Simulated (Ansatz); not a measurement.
MgO (rock salt, Fm-3m), DFT-PBEsol in the program Ansatz with PAW potentials. The conduction-band minimum lies at Γ, with 1 equivalent valley. Second derivatives d²E/dk² of the lowest band at one valley (eV·Å²), along Cartesian directions:

```tsv
direction	d²E/dk²
[100]	22.34
[010]	22.34
[001]	22.34
[110]	22.34
[101]	22.34
[011]	22.34
```

Task: Find the principal effective masses, the density-of-states mass and the conductivity mass.

Result: Off-diagonal terms follow from H_xy = H[110] − (H_xx + H_yy)/2, and m*/mₑ = 7.620 eV·Å² over each eigenvalue: 0.34, 0.34, 0.34. One valley's DOS mass (m₁m₂m₃)^(1/3) = 0.34, conductivity mass 3/(Σ 1/mᵢ) = 0.34 mₑ.

Task: What effective density of states Nc follows at 300 K for parabolic valleys?

Result: Nc = 2.509e19 × 1 × (0.34)^(3/2) ≈ 5.0e18 cm⁻³.

Task: With the computed static dielectric constant 10.4 (mean of the diagonal), estimate a hydrogenic donor's binding energy and radius.

Result: E = 13.606 eV × 0.34/10.4² ≈ 43 meV; a = 0.529 Å × ε/m* ≈ 16 Å. Semilocal masses tend to be too small where the gap is.

Task: With ε∞ = 3.24 and ω_LO = 692 cm⁻¹, what Fröhlich coupling constant follows?

Result: α = (1/ε∞ − 1/ε0) √(m* × 13.606 eV/ħω_LO) = 1.6.

The PBEsol relaxation kept the symmetry of its start; phonons on a q-mesh show no instability.

Potentials: the earlier of the program's two PAW sets.
